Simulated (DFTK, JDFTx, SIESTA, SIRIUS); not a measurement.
**One calculation of HPbNO4, 4 ways**

```
H Pb N O
1.0
     4.92453    0.00000    0.00000
     0.00000    5.59720    0.00000
     0.00000    0.00000    7.24347
H Pb N O
2 2 2 8
Cartesian
  0.0000 2.7986 1.3992
  2.4623 0.0000 5.8442
  2.4623 2.7986 6.8999
  0.0000 0.0000 0.3436
  0.0000 0.0000 4.6108
  2.4623 2.7986 2.6327
  0.0000 2.7986 0.4245
  2.4623 0.0000 6.8190
  0.0000 1.0953 5.2874
  0.0000 4.5019 5.2874
  0.0000 0.0000 3.3863
  2.4623 3.8939 1.9561
  2.4623 1.7033 1.9561
  2.4623 2.7986 3.8571
```

The cell comes from a database or a generator and needn't be the stable form of this composition.

Alike in all runs: task single point; functional PBE; k mesh 6 × 5 × 4; occupations fermi-dirac, width 0.05 eV; no spin polarisation; no spin-orbit coupling. Pressure is positive in compression and, in plane waves, holds the error of the finite cutoff.

```csv
program and potentials,plane-wave cutoff (eV),notes,pressure (GPa),largest force (eV/Å)
"SIRIUS, PseudoDojo 0.4.1 PBE standard (scalar relativistic)",1152,-,?,?
"SIESTA, files PseudoDojo sr-pbe-0.4.1-standard, DZP (energy shift 0.003 Ry; two zetas on semicore shells)",-,atomic basis,2.61,1.466
"JDFTx, PseudoDojo-SR-PBE-0.5-standard (H, N, O) + PseudoDojo-SR-PBE-0.4.1-standard (Pb) with smoothed tails",1143,-,-0.01,0.189
"DFTK, PseudoDojo SR PBE 0.4.1 standard (PBE)",1143,-,-0.01,0.189
```

Problem. Estimate from the other rows what the run with SIRIUS, PseudoDojo 0.4.1 PBE standard (scalar relativistic) gave.

Solution. Pressure -0.01 GPa; largest force 0.190 eV/Å. The other rows, which needn't bracket it: pressure -0.01 to 2.61; largest force 0.189 to 1.466.
